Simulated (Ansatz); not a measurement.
**Li$_{2}$Ga: do energies and stresses tell the same story?**

Method: Ansatz 0.2.0, DFT PBEsol, scalar-relativistic, plane waves, PAW.

Settings: cutoff 420 eV, Γ-centred mesh 10×10×8 on the computed 6-atom cell, Gaussian smearing of 0.10 eV; no spin polarisation.

Relaxed cell: Cmcm, a = 4.459 Å, b = 9.374 Å, c = 4.292 Å, α = 90.00°, β = 90.00°, γ = 90.00°, 6 atoms in the primitive cell. Whether it is the stable form of this composition wasn't checked.

Energies at zero smearing and pressures from the stress tensor, at volumes with shape and atoms relaxed:
```csv
V (Å³/atom),E − E(first) (meV/atom),P (GPa)
13.157,0.00,5.77
13.606,-13.56,3.98
14.054,-22.47,2.45
14.503,-27.42,1.13
14.951,-28.96,0.00
15.400,-27.59,-0.95
15.849,-23.72,-1.78
16.447,-15.31,-2.69
```

Task: Check P = −dE/dV between neighbouring volumes, and get the bulk modulus from the pressures alone.

Result: With 1 eV/Å³ = 160.2 GPa:
```csv
middle V (Å³/atom),−ΔE/ΔV (GPa),mean P (GPa)
13.382,4.842,4.873
13.830,3.185,3.211
14.279,1.766,1.789
14.727,0.550,0.567
15.176,-0.490,-0.477
15.624,-1.381,-1.367
16.148,-2.254,-2.236
```

The two differ by 0.03 GPa at most. The mean of two end pressures misses the average over a step by about ΔV² P″/12, up to 0.02 GPa here; with that taken off 0.01 GPa remains. Around V = 14.951 Å³/atom, the two neighbours give B = −V ΔP/ΔV = 14.951 × 2.09 / 0.897 = 34.8 GPa, against B0 = 34.6 GPa from the Birch–Murnaghan fit of the energies.

Cost: 9 runs of about 13 core-minutes in all, on Arm Neoverse V2 (shared hosts).